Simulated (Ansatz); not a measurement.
Data:

BaHfO$_{3}$:
```
CELL_PARAMETERS angstrom
      4.17711     0.00000     0.00000
      0.00000     4.17711     0.00000
      0.00000     0.00000     4.17711
ATOMIC_POSITIONS crystal
  Ba 0.50000 0.50000 0.50000
  Hf 0.00000 0.00000 0.00000
  O  0.00000 0.50000 0.00000
  O  0.50000 0.00000 0.00000
  O  0.00000 0.00000 0.50000
```

This is the r²SCAN-relaxed structure.

### Question
All from the program Ansatz at the r²SCAN level (PAW), unless another level is named. Predict the electronic dielectric constant ε∞ (DFPT).

### Answer
4.34.

### Question
Give the Bader charges.

### Answer
Ba +1.58, Hf +2.68, O -1.42 e.

### Question
Give the Born charges (a third of the trace).

### Answer
Ba +2.73, Hf +5.76, O -2.83 e.

Space group Pm-3m (cubic perovskite). Symmetry was held in the r²SCAN relaxation; phonons on a q-mesh show no instability. The run is not spin-polarised. Scalar-relativistic: spin–orbit coupling is off unless named, which matters more the heavier the elements.

Potentials: the later of the program's two PAW sets.
